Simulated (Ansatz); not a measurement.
Given:

GaN (rock salt, space group No. 225), a = b = c = 4.2173 Å, α = β = γ = 90.00°; the cell used has 2 atoms.

This is the r²SCAN-relaxed structure.

Task: All from r²SCAN in the plane-wave PAW code Ansatz, unless another level is named. Estimate the Poisson's ratio.

Result: 0.23.

Task: Next, the zero-point energy?

Result: 62.1 meV/atom.

Space group Fm-3m (rock salt). This is a known high-pressure phase of the composition, computed here at zero pressure and temperature. The r²SCAN relaxation kept the symmetry of its start; phonons on a q-mesh show no instability.

Potentials: the earlier of the program's two PAW sets.
